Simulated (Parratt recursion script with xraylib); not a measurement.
X-ray reflectivity of Ag on Al2O3 at several surface roughnesses

| layer, from the top | thickness (Å) | density (g/cm³) | rms roughness of its top face (Å) | δ (10⁻⁶) | β (10⁻⁶) |
|---|---|---|---|---|---|
| Ag | 200 | 9.741 | varied | 5.658 | 0.1452 |
| Al2O3 (substrate) | – | 3.873 | 3 | 2.590 | 0.007132 |

The refractive index is n = 1 − δ + iβ. Vacuum lies above.

Densities are inputs, not measurements. They were set from computed cells of the Materials Project: Ag from entry mp-124 (Fm-3m, 10.363 g/cm³, taken at 94 %); Al2O3 from entry mp-1143 (R-3c, 3.873 g/cm³). A layer's crystal structure does not enter its constants, only its composition and density.

Simulated, not measured: specular X-ray reflectivity, Parratt recursion, Névot-Croce roughness, xraylib tables (Parratt recursion script with xraylib 4.3.0).

Photon energy 17.479 keV (λ = 0.7093 Å), s polarisation. The grazing angle θ is scanned from 0.05° to 1.38° in 900 evenly spaced points, and the curve is smoothed with a Gaussian of 0.004° full width. A maximum is a scan point above both neighbours; its place and height come from a parabola through R at the three points.

The table follows two fringe maxima, those next to orders 5.5 and 11.5 of m = (2d/λ)(sin²θ − 2δ)^½, through runs that differ in the roughness σ₁ of the film surface alone.

```
σ₁ (Å)  θ of the first (°)      R there  θ of the second (°)      R there
------  ------------------  -----------  -------------------  -----------
0                    0.587            ?                1.182            ?
7.3                  0.587  6.39 × 10⁻⁴                1.175  4.87 × 10⁻⁶
```

Question: Estimate the two heights for σ₁ = 0 Å.

Answer: At a maximum the amplitudes from the film's two faces add: R ≈ (|r₁|g₁ + |r₂|g₂A)². Here q₀ = 4π sin θ/λ, qⱼ = (q₀² − 32π²δⱼ/λ²)^½ (1 film, 2 substrate), |r₁| = |q₀² − q₁²|/(q₀ + q₁)², |r₂| = |q₁² − q₂²|/(q₁ + q₂)² with the numerators taken from the constants, g₁ = exp(−q₀q₁σ₁²/2), g₂ = exp(−q₁q₂σ₂²/2), and A = exp(−16π²β₁d/(λ²q₁)) for absorption in the film.

Check on a shown row, σ₁ = 7.3 Å, second maximum: q₀ = 0.3633, q₁ = 0.3584, q₂ = 0.3611 Å⁻¹; |r₁| = 0.00682, |r₂| = 0.00372; g₁ = 0.0311, g₂ = 0.559, A = 0.975; R ≈ 5.02 × 10⁻⁶ against 4.87 × 10⁻⁶ in the table.

- σ₁ = 0 Å, first maximum: q₀ = 0.1815, q₁ = 0.1714, q₂ = 0.1770 Å⁻¹; |r₁| = 0.0285, |r₂| = 0.0159; g₁ = 1.00, g₂ = 0.872, A = 0.948; R ≈ 0.00173.
- σ₁ = 0 Å, second maximum: q₀ = 0.3655, q₁ = 0.3606, q₂ = 0.3633 Å⁻¹; |r₁| = 0.00674, |r₂| = 0.00368; g₁ = 1.00, g₂ = 0.555, A = 0.975; R ≈ 7.62 × 10⁻⁵.

The run gave 0.00170 and 7.57 × 10⁻⁵; the estimates are 1.02 and 1.01 times these.
